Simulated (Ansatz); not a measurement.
## Compressing Ta2N: a fit and a missing row

Ta2N, P-31m, a = 5.264 Å, c = 4.913 Å. The structure is a Materials Project entry; whether it is the stable form wasn't checked. Ansatz: PBEsol, PAW, 420 eV, Γ-centred 12×12×8 mesh on 9 atoms, Gaussian smearing 0.10 eV; no spin polarisation. Shape and atoms are relaxed at each volume; pressure is positive in compression.

```
V (Å³/atom) P (GPa)
     11.527        ?
     11.920    34.87
     12.313    21.35
     12.706     9.81
     13.099    -0.05
     13.492    -8.46
     13.885   -15.63
     14.409   -23.57
```

Take V0 = 13.099 Å³/atom, count pressures from its P0 = -0.05 GPa, fit the third-order Birch–Murnaghan form to the other rows, and predict the missing pressure.

With the Eulerian strain f = ½[(V0/V)^(2/3) − 1] and y = (P − P0)/[3f(1 + 2f)^(5/2)], the form is the line y = B0 + 1.5 B0 (B0′ − 4) f. Rows (f, y): 0.03245, 306.5; 0.02106, 305.5; 0.01026, 304.5; -0.00976, 301.7; -0.01905, 300.4; -0.03078, 298.6. Means f = 0.0006967, y = 302.87; Σ(Δf)² = 0.003004, ΣΔfΔy = 0.3798; the slope is their ratio. y = 302.8 + 126.4 f GPa, so B0 = 302.8 GPa and B0′ = 4 + 2 × (126.4)/(3 × 302.8) = 4.28. At V = 11.527, f = 0.04448, y = 308.42 and P = 50.88 GPa. The run gave 50.72 GPa, so the fit is 0.16 GPa too high, a small miss on the scale of the series.

The cell has an odd number of electrons and ran without spin polarisation, so a magnetic or disproportionated state may lie lower. Spin–orbit coupling is left out, which can shift energies with elements as heavy as these.